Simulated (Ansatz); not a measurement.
WS2:
```
CELL_PARAMETERS angstrom
      3.17171     0.00000     0.00000
     -1.58585     2.74678     0.00000
      0.00000     0.00000    12.55165
ATOMIC_POSITIONS crystal
  W  0.33333 0.66667 0.25000
  W  0.66667 0.33333 0.75000
  S  0.33333 0.66667 0.62567
  S  0.66667 0.33333 0.12567
  S  0.66667 0.33333 0.37433
  S  0.33333 0.66667 0.87433
```

Relaxed with r²SCAN+D4.

**Question.** Map the electron localisation function on the plane through (0.333, 0.667, 0.250) spanned by u = [0, 0, 1] and v = [1, -1, 0] in lattice vectors, from the program Ansatz at the r²SCAN+D4 level (PAW).

**Answer.** x is the fraction of u, y of v (the angle between them is 90°; rows are the nearest grid lines); atoms in the plane: W at (0.00, 0.00), W at (0.50, 0.33), S at (0.38, 0.00), S at (0.88, 0.33), S at (0.12, 0.33), S at (0.62, 0.00).
```
|0473210000399940066336600499930000123740|
|1573211000289950276336720599820001123751|
|6762211000189973587337853799810001122676|
|6411110000048888876336788888400000111146|
|3211110000026777764444677776200000111123|
|2211100000002445443443445442000000011122|
|4321000000000111122442211110000000001234|
|5421000000000000012442100000000000001245|
|5420000000000000002442000000000000000245|
|5422111100000000012332100000000011112245|
|4434454420000000111221110000000244544344|
|3446777762000001111221111000002677776443|
|3367888884000001111441111000004888887633|
|2368878997000011113773111100007998788632|
|1378537998100011226776221100018997358731|
|1366004999300001237447321000039994006631|
|1377205998200012237557322100028995027731|
|1378647998100123326776233210018997468731|
|1268889996001456534664356541006999888621|
|1248999883005788852332588875003889998421|
|5325888750038899984224899988300578885235|
|6762332100189974687337864799810012332676|
|1573221000289950277337720599820001223751|
|0473210000399940066336600499930000123740|
```
Scale: ten equal steps from 0.002 (start of '0') to 0.947 (end of '9'), in the order '0123456789'; x runs from 0.000 to 1.00, y from 0.000 (bottom) to 1.00 (top).

The density is the valence pseudo-density with augmentation charge, so density and ELF within about 1 Å of a nucleus are not all-electron values.

Space group P6_3/mmc. The r²SCAN+D4 relaxation kept the symmetry of its start. No spin polarisation was allowed. Spin–orbit coupling is left out wherever it is not named.

Potentials: the later of the program's two PAW sets.
